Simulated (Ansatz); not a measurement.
Ga4SbP3 as one 8-atom ordering (Pmm2) on the zincblende lattice at its r2SCAN geometry, run in Ansatz at 2 levels of theory. Note: simulated data, non-magnetic, for a generated structure that need not be the stable one.

The r2SCAN input:
```yaml
crystal:
  lattice:
    - [3.9730057224, 0.0, 0.0]
    - [0.0, 7.9537704257, 0.0]
    - [0.0, 0.0, 5.6101828148]
  atoms:
    - { symbol: P, position: [0.0, 0.238483818, 0.0004492307] }
    - { symbol: Ga, position: [0.5, 0.2304636185, 0.7629870715] }
    - { symbol: P, position: [0.5, 0.0, 0.501081248] }
    - { symbol: Ga, position: [0.0, 0.0, 0.2622631944] }
    - { symbol: P, position: [0.0, 0.761516182, 0.0004492307] }
    - { symbol: Ga, position: [0.5, 0.7695363815, 0.7629870715] }
    - { symbol: Sb, position: [0.5, 0.5, 0.5000766644] }
    - { symbol: Ga, position: [0.0, 0.5, 0.2097062887] }
kpoints:
  mp_grid: { grid: [6, 4, 4] }
  band_path:
    path:
      - [0.0, 0.0, 0.0]
      - [0.5, 0.0, 0.0]
      - [0.5, 0.5, 0.0]
      - [0.0, 0.5, 0.0]
      - [0.0, 0.0, 0.5]
      - [0.5, 0.0, 0.5]
      - [0.5, 0.5, 0.5]
      - [0.0, 0.5, 0.5]
    npoints: 1
hamiltonian:
  xc: r2scan
scf:
  occupations: { method: fixed }
  n_extra_bands: 6
output:
  forces: true
  stress: true
  eigenvalues: true
  write_density: true
  write_potential: true
  elf: true
  volumetric_format: npy
```

Main results, then, where recorded, the levels near the gap in eV from the Fermi energy (columns number the bands from 0), one row a point of the path (Γ, X, S, Y, Z, U, R, T):
```
Crystal: 8 atoms, lattice volume = 177.284 Å³
Symmetry: 4 space group operations
Space group: Pmm2 (ITA 25)
```
```
Basis set: ecut = 500 eV, 4519 PW (Γ)
Bands: 47, of which v1, the nominal top of the filled ones, is band 41 counted from 1 (40 counted from 0)
k-points: 36 of 96 (time reversal used)
Free energy (F): -23940.914987 eV
Fermi energy:    7.658467 eV
--- Forces (eV/Å), atoms counted from 1 ---
  atom   1  P       0.00000      0.00050    -0.00022
  atom   2  Ga      0.00000      0.00010      0.00005
  atom   3  P       0.00000      0.00000      0.00011
  atom   4  Ga      0.00000      0.00000      0.00016
  atom   5  P       0.00000    -0.00050    -0.00022
  atom   6  Ga      0.00000    -0.00010      0.00005
  atom   7  Sb      0.00000      0.00000      0.00107
  atom   8  Ga      0.00000      0.00000    -0.00099
--- Stress (GPa, compression-positive) ---
       -0.007143       0.000000       0.000000
        0.000000      -0.003418       0.000000
        0.000000       0.000000      -0.005746
  P = ⅓ Tr σ = -0.0054 GPa (-0.054 kbar)
```
```tsv
band_37	band_38	band_39	band_40	band_41	band_42	band_43
-1.601	-0.548	-0.444	-0.024	0.864	1.182	1.517
-3.130	-2.916	-2.172	-1.251	1.110	1.300	1.367
-3.426	-3.034	-2.756	-2.645	2.125	2.437	2.460
-1.991	-1.755	-1.243	0.000	1.360	1.748	2.157
-2.096	-1.601	-1.428	-0.609	0.932	1.116	1.495
-2.115	-1.701	-1.642	-1.194	0.848	1.414	3.849
-2.679	-2.606	-2.372	-2.223	2.713	2.888	3.039
-2.179	-2.147	-1.941	-0.703	1.852	2.033	2.052
```

With r2SCAN the valence top lies at Y and the conduction bottom at U, 0.85 eV higher; the smallest vertical gap, at Γ, is 0.89 eV. The lowest empty level at Γ lies only 16 meV higher, so the place of the conduction bottom isn't settled.

HSE06. Against the first input these blocks differ (the band path and keys that only write files left aside):
```yaml
kpoints:
  mp_grid: { grid: [4, 2, 4] }
hamiltonian:
  xc: hse06
```

```
Basis set: ecut = 420 eV, 3473 PW (Γ)
Bands: 47, of which v1, the nominal top of the filled ones, is band 41 counted from 1 (40 counted from 0)
k-points: 18 of 32 (time reversal used)
Exchange kernel: α = 0.2500, screened, ω = 0.2079 Å⁻¹, Wigner–Seitz truncation, v(0) = 1038.2862 eV·Å³, q-mesh 4×2×4
hybrid outer 1: dexx = +3.869e-2 eV, tail = 1.43e-4 eV
hybrid outer 2: dexx = +5.078e-6 eV, tail = 7.75e-8 eV, Δε = 3.45e-3 eV, ΔF = 9.27e-3 eV/Å
hybrid outer 3: dexx = +2.359e-9 eV, tail = 1.35e-9 eV, Δε = 9.06e-5 eV, ΔF = 4.13e-5 eV/Å
Free energy (F): -23893.937395 eV
Fermi energy:    7.469311 eV
--- Forces (eV/Å), atoms counted from 1 ---
  atom   1  P       0.00000      0.01742      0.00126
  atom   2  Ga      0.00000      0.04262    -0.00036
  atom   3  P       0.00000      0.00000    -0.01286
  atom   4  Ga      0.00000      0.00000    -0.00434
  atom   5  P       0.00000    -0.01742      0.00126
  atom   6  Ga      0.00000    -0.04262    -0.00036
  atom   7  Sb      0.00000      0.00000      0.00427
  atom   8  Ga      0.00000      0.00000      0.01110
--- Stress (GPa, compression-positive) ---
        0.789675       0.000000       0.000000
        0.000000       0.884130       0.000000
        0.000000       0.000000       0.042770
  P = ⅓ Tr σ = 0.5722 GPa (5.722 kbar)
```
```tsv
band_37	band_38	band_39	band_40	band_41	band_42	band_43
-1.678	-0.564	-0.474	-0.029	1.218	1.603	1.903
-3.259	-3.009	-2.269	-1.295	1.423	1.691	1.766
-3.578	-3.146	-2.855	-2.721	2.530	2.822	2.838
-2.065	-1.787	-1.311	0.000	1.768	2.158	2.647
-2.193	-1.642	-1.466	-0.627	1.333	1.547	1.953
-2.211	-1.770	-1.687	-1.246	1.247	1.827	4.392
-2.785	-2.723	-2.464	-2.278	3.185	3.344	3.537
-2.273	-2.193	-1.965	-0.721	2.290	2.484	2.490
```

The HSE06 gap is indirect, 1.22 eV (Y to Γ), below the direct gap of 1.25 eV at Γ. The lowest empty level at U lies only 29 meV higher, so the place of the conduction bottom isn't settled. With the atoms held, the mean pressure is +0.6 GPa (compression positive). (The program warns that its thresholds are loose for a hybrid's stress.)

Small level splittings and stresses of the hybrids carry the error of their coarser meshes.

Totals of different functionals can't be compared.

No spin-orbit coupling is included; it can move band edges with weight on the heavy atoms by tenths of an eV.
